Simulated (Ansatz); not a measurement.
ZnS (zinc blende): values from a third-order Birch-Murnaghan fit to a volume scan beside measured ones. Computed values: PBE (plane waves to 420 eV, PAW, scalar-relativistic; Ansatz, a first-principles code). ZnS was relaxed with its symmetry unable to fall.

```json
[
 {"quantity": "Lattice constant a (Å)", "reference": "5.41", "kind": "measured, room temperature or unstated", "PBE": "5.444", "difference": "+0.6 %"},
 {"quantity": "Bulk modulus B₀ (GPa)", "reference": "77.1", "kind": "measured, room temperature or unstated", "PBE": "69.4", "difference": "-10.0 %"}
]
```

References as given in: Martin Albrecht, Beate Paulus, Hermann Stoll, Physical review. B, Condensed matter (1997), arXiv:cond-mat/9706128; Cormac Toher, Corey Oses, Jose J. Plata et al., Physical Review Materials (2017), arXiv:1611.05714. Values not taken to low temperature hold thermal and zero-point shifts that a static calculation lacks, so small differences there are no errors of the method.

(Under strain, the slope of the energy per volume gives the stress and its curvature an elastic modulus.)
